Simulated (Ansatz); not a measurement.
Ga:
```
CELL_PARAMETERS angstrom
      3.81048    -2.30747     0.00000
      3.81048     2.30747     0.00000
      0.00000     0.00000     4.55473
ATOMIC_POSITIONS crystal
  Ga 0.99484 0.33099 0.25000
  Ga 0.00516 0.66901 0.75000
  Ga 0.33099 0.99484 0.75000
  Ga 0.66901 0.00516 0.25000
```

Relaxed with r²SCAN.

Question: Map the electron localisation function on the plane through (0.995, 0.331, 0.250) spanned by u = [1, 1, 0] and v = [1, -1, 0] in lattice vectors, from DFT-r²SCAN in the program Ansatz with PAW potentials.

Answer: x is the fraction of u, y of v (the angle between them is 90°; rows are the nearest grid lines); atoms in the plane: Ga at (0.00, 0.00), Ga at (0.50, 0.50), Ga at (0.17, 0.50), Ga at (0.67, 0.00).
```
y \ x   0.000  0.0789  0.184  0.263  0.368  0.447  0.553  0.632  0.737  0.816  0.921   1.00
------  -----  ------  -----  -----  -----  -----  -----  -----  -----  -----  -----  -----
1.00    0.973   0.151  0.269  0.049  0.021  0.123  0.264  0.038  0.079  0.559  0.170  0.973
0.913   0.047   0.232  0.344  0.077  0.033  0.177  0.295  0.094  0.187  0.604  0.262  0.047
0.826   0.278   0.343  0.420  0.162  0.095  0.270  0.491  0.294  0.305  0.626  0.324  0.278
0.783   0.307   0.477  0.410  0.240  0.177  0.315  0.548  0.363  0.328  0.560  0.366  0.307
0.696   0.411   0.415  0.267  0.308  0.421  0.268  0.302  0.483  0.295  0.254  0.277  0.411
0.609   0.299   0.263  0.090  0.302  0.478  0.191  0.173  0.292  0.119  0.048  0.091  0.299
0.522   0.280   0.233  0.175  0.241  0.470  0.053  0.046  0.257  0.092  0.019  0.061  0.280
0.478   0.304   0.234  0.198  0.242  0.479  0.052  0.048  0.266  0.104  0.019  0.069  0.304
0.391   0.397   0.286  0.097  0.318  0.537  0.200  0.182  0.354  0.161  0.037  0.113  0.397
0.304   0.455   0.465  0.294  0.373  0.573  0.301  0.333  0.540  0.267  0.122  0.223  0.455
0.217   0.282   0.444  0.400  0.335  0.341  0.349  0.514  0.336  0.281  0.370  0.299  0.282
0.174   0.254   0.303  0.357  0.203  0.177  0.257  0.419  0.268  0.276  0.487  0.286  0.254
0.0870  0.044   0.223  0.256  0.062  0.036  0.124  0.261  0.091  0.181  0.554  0.255  0.044
0.000   0.973   0.151  0.269  0.049  0.021  0.123  0.264  0.038  0.079  0.559  0.170  0.973
```

The density is the valence pseudo-density with augmentation charge, so density and ELF within about 1 Å of a nucleus are not all-electron values.

Space group Cmcm. The workflow started from a Materials Project entry (that database holds measured and hypothetical structures alike); the Crystallography Open Database files this formula in space group No. 63, but the cells were not matched. It is not the phase usual at ambient conditions (space group No. 64). Symmetry was held in the r²SCAN relaxation; of distortions, only those at the zone centre were tested.

Potentials: the later of the program's two PAW sets.
